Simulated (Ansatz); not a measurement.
KI (rock salt) is sheared across one {100} plane: the third cell vector gains the shift, so faults repeat every 10.5 Å. The cut lies between planes 3.50 Å apart; the cell height is held.

```yaml
crystal:
  lattice:
    - [4.95438, 0.00000, 0.00000]
    - [0.00000, 4.95438, 0.00000]
    - [2.47719, 2.47719, 10.50982]
  atoms:
    - { symbol: I, position: [0.00000, 0.00000, 0.83333] }
    - { symbol: I, position: [0.33333, 0.33333, 0.16667] }
    - { symbol: I, position: [0.66667, 0.66667, 0.50000] }
    - { symbol: K, position: [0.50000, 0.50000, 0.83333] }
    - { symbol: K, position: [0.83333, 0.83333, 0.16667] }
    - { symbol: K, position: [0.16667, 0.16667, 0.50000] }
```

In-plane vectors a = (4.954, 0.000) Å, b = (0.000, 4.954) Å, area 24.55 Å². The shift is s times the vector a (length 4.954 Å), so s = 1 restores the start. The shift is rigid: no atom relaxes. γ = [E(shift) − E(0)] / area.

Level of theory: PBEsol (plane waves to 420 eV, PAW, scalar-relativistic; Ansatz, a quantum-chemistry and plane-wave program). k mesh 6×6×6 (Γ-centred), Fermi-Dirac smearing 0.05 eV. E is the zero-smearing estimate. Faults lie only 10.5 Å apart, and holding the cell height and the atoms raises γ above its relaxed value. KI was relaxed with its symmetry unable to fall. Spin-orbit coupling is left out, though I is heavy. γ is measured from zero shift.

```tsv
s	γ (mJ/m²)
0.000	0
0.083	8
0.167	31
0.250	68
0.333	withheld
0.417	145
0.500	159
0.583	145
0.667	withheld
0.750	68
0.833	31
0.917	8
```

**Question.** Fit a Fourier form (three harmonics of 1 − cos and sin) to the given rows and predict γ at s = 0.333.

**Answer.** Least squares on the 10 given rows: γ = (79.3)·[1 − cos(2πs)] + (-5.8)·[1 − cos(4πs)], in mJ/m²; root-mean-square residual 0.2 mJ/m². At 0.333 the fit gives 110 mJ/m²; the calculation gives 110 mJ/m², the same to the digits shown. 

(The slope of γ gives the shear force per area between the displaced halves; near zero shift its curvature is an elastic stiffness.)
